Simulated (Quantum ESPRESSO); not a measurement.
```
AlP
1.0
    0.00000     2.73649     2.73649
    2.73649     0.00000     2.73649
    2.73649     2.73649     0.00000
Al P
1 1
Direct
  0.00000   0.00000   0.00000
  0.25000   0.25000   0.25000
```

The geometry is that of Materials Project entry mp-1550, symmetrised and not relaxed again.

Question: What does norm-conserving PBE (Quantum ESPRESSO, 44 Ry, no spin-orbit coupling) give for the electronic structure near the Fermi level?

Answer: The PBE gap is indirect, 1.59 eV, from Γ to X; the smallest direct gap is 3.22 eV.
